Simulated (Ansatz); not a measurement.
**Structures of Cd2Si3: which is lowest?**

Plane-wave DFT in Ansatz with scalar-relativistic PAW potentials, cutoff 420 eV, Γ-centred meshes chosen by cell and gap, Gaussian smearing with energies taken to zero width. Every cell was relaxed (cell and atoms) in a run of its own, within the symmetry of its start. Functional: PBE.

Relaxed structures (starts from databases or built by putting these elements on another compound's sites):
A. P-3m1, 5 atoms in the computed cell, a = 3.782 Å, c = 8.552 Å; sites (symmetry × multiplicity) Cd 3m. × 2, Si -3m. × 1 + 3m. × 2; start: built
B. R-3m, 5 atoms in the computed cell, a = 3.523 Å, c = 28.029 Å; sites (symmetry × multiplicity) Cd 3m × 6, Si -3m × 3 + 3m × 6; start: built

Q: Rank them by energy. Could pressure change the order?

A:
```tsv
structure	group	E − E(lowest) (meV/atom)	V (Å³/atom)	gap on mesh (eV)
A	P-3m1	0.0	21.18	0.00
B	R-3m	18.7	20.09	0.00
```

A is lowest, 19 meV/atom under B. B is denser by 1.10 Å³/atom, so pressure favours it: ΔE/ΔV, with ΔE in eV and 1 eV/Å³ = 160.2 GPa, gives about 2.7 GPa for equal enthalpy if both cells were rigid, a rough figure since the two compress differently. Other structures may lie lower than all of these, and vibrations aren't counted.